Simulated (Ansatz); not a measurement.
A distorted cell of AlRu (CsCl type):

```
CELL_PARAMETERS angstrom
      2.97635     0.00000     0.00000
      0.00000     2.97635     0.00000
      0.00000     0.00000     2.97635
ATOMIC_POSITIONS crystal
  Al 0.10087 0.10087 0.10087
  Ru 0.50000 0.50000 0.50000
```

Calculation: PBEsol (plane waves to 420 eV, PAW, scalar-relativistic; Ansatz, an electronic-structure program). k mesh 13×13×13 (Γ-centred), Fermi-Dirac smearing 0.05 eV. The energy includes the smearing's −TS. Compression counts positive. With partly filled bands, energies and forces of such displacements shift with the k mesh and the smearing. AlRu is run without spin polarisation. AlRu was relaxed with its symmetry unable to fall.

Problem. What forces act on the atoms (eV/Å, Cartesian)?

Solution. 
| atom | Fx | Fy | Fz |
|---|---|---|---|
| Al1 | -4.019 | -4.019 | -4.019 |
| Ru2 | 4.019 | 4.019 | 4.019 |

Problem. What is the stress tensor (GPa)?

Solution. 
```
   24.0     19.1     19.1
   19.1     24.0     19.1
   19.1     19.1     24.0
```
The pressure, a third of the trace, is 24.0 GPa.

Problem. In it atom 1 sits (0.300, 0.300, 0.300) Å away from its relaxed site. What is its energy relative to the relaxed cell?

Solution. 1426 meV/cell.

(A displaced cell: forces are minus the slopes of the energy, force constants its curvatures, and phonons follow from these.)
